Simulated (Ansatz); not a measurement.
LiC$_{6}$ in space group P6/mmm (No. 191; Li on 1a, C on 6k), PBEsol in the plane-wave PAW code Ansatz, all energies at zero smearing, with the estimated change up to a 700 eV cutoff added, with one set of potentials and settings (totals compare only within such a set). Cell of 7 atoms (1 Li, 6 C): -1683.424 eV.

```tsv
element	reference phase	E (eV/atom)
Li	Fm-3m, 1 atoms in the cell	-203.0017
C	P6_3/mmc, 4 atoms in the cell	-246.6953
```

Formation energy per atom, worked out: (-1683.424 − 1×(-203.0017) − 6×(-246.6953))/7 = -0.036 eV/atom (-3 kJ per mol of atoms), at 0 K, without zero-point energy or fitted corrections.

The workflow started from a Materials Project entry (that database holds measured and hypothetical structures alike); the Crystallography Open Database copy checked does not list it. Its standing as an ambient phase is unchecked. The PBEsol relaxation kept the symmetry of its start; its stability against distortions is not shown here. The references are the lowest solids computed at this level, not always the standard phases.

Potentials: the earlier of the program's two PAW sets. The files were generated under PBE; for other functionals the program regenerates the frozen cores, and for LDA and PBEsol the local potential too.
